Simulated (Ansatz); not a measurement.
The numbers come from plane-wave PAW DFT (Ansatz): r2SCAN, no spin polarisation, 500 eV, 9×9×4 Γ-centred k points, gaussian occupations (width 0.1315 eV). Nothing was relaxed.

Computed maps in the lattice plane spanned by a (left to right, 3.99 Å, 12 points from zero) and b (bottom to top, 3.99 Å, 12 points from zero), 90° apart, at height 0.500 along c. The fields are smooth PAW ones with compensation charges, not the true ones near nuclei.

Valence density. Digits on a logarithmic scale: 0 up to 0.03 e/Å³, each further digit a factor of 1.6, 9 from 1.3 e/Å³ up:
```
569996544544
599999544444
699999654445
599999544444
569996544544
455655455655
544544569996
544444599999
654445699999
544444599999
544544569996
455655455655
```

ELF. Ten even steps from '0' (0.14) to '9' (0.93):
```
000100011111
003630012321
016961013331
003630012321
000100011111
000000000000
011111000100
012321003630
013331016961
012321003630
011111000100
000000000000
```

Task: The cell is FeCuSeO. Which atoms lie within 0.2 Å of this plane, and where (fractions of a and b)?

Result: Cu at (0.75, 0.25), Cu at (0.25, 0.75). The whole cell:
```yaml
crystal:
  lattice:
    - [3.98799, 0.00000, 0.00000]
    - [0.00000, 3.98799, 0.00000]
    - [0.00000, 0.00000, 9.02070]
  atoms:
    - { symbol: Cu, position: [0.75000, 0.25000, 0.50000] }
    - { symbol: Cu, position: [0.25000, 0.75000, 0.50000] }
    - { symbol: Se, position: [0.25000, 0.25000, 0.34420] }
    - { symbol: Se, position: [0.75000, 0.75000, 0.65580] }
    - { symbol: Fe, position: [0.25000, 0.75000, 0.00000] }
    - { symbol: Fe, position: [0.75000, 0.25000, 0.00000] }
    - { symbol: O, position: [0.25000, 0.25000, 0.92560] }
    - { symbol: O, position: [0.75000, 0.75000, 0.07440] }
```

Origin: a known structure type with other elements, at an estimated volume, so it need not be a known compound. Caveats: no spin polarisation, so a magnetic state may lie lower; atoms or cell far from equilibrium.
